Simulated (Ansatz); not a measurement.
LiCl (rock salt, Fm-3m), LDA in the plane-wave PAW code Ansatz. The conduction-band minimum lies at L, with 4 equivalent valleys. Second derivatives d²E/dk² of the lowest band at one valley (eV·Å²), along Cartesian directions:

| direction | d²E/dk² |
|---|---|
| [100] | 18.25 |
| [010] | 18.25 |
| [001] | 18.25 |
| [110] | 12.47 |
| [101] | 24.03 |
| [011] | 24.03 |

**Question.** Find the principal effective masses, the density-of-states mass and the conductivity mass.

**Answer.** Off-diagonal terms follow from H_xy = H[110] − (H_xx + H_yy)/2, and m*/mₑ = 7.620 eV·Å² over each eigenvalue: 0.32, 0.32, 1.1. One valley's DOS mass (m₁m₂m₃)^(1/3) = 0.49, conductivity mass 3/(Σ 1/mᵢ) = 0.42 mₑ.

**Question.** What effective density of states Nc follows at 300 K for parabolic valleys?

**Answer.** Nc = 2.509e19 × 4 × (0.49)^(3/2) ≈ 3.4e19 cm⁻³.

**Question.** With the computed static dielectric constant 10.4 (mean of the diagonal), estimate a hydrogenic donor's binding energy and radius.

**Answer.** E = 13.606 eV × 0.42/10.4² ≈ 53 meV; a = 0.529 Å × ε/m* ≈ 13 Å. Semilocal masses tend to be too small when the gap is underestimated.

**Question.** With ε∞ = 3.18 and ω_LO = 412 cm⁻¹, what Fröhlich coupling constant follows?

**Answer.** α = (1/ε∞ − 1/ε0) √(m* × 13.606 eV/ħω_LO) = 2.3.

The LDA relaxation kept the symmetry of its start.

Potentials: the earlier of the program's two PAW sets. The files were generated under PBE; for other functionals the program regenerates the frozen cores, and for LDA and PBEsol the local potential too.
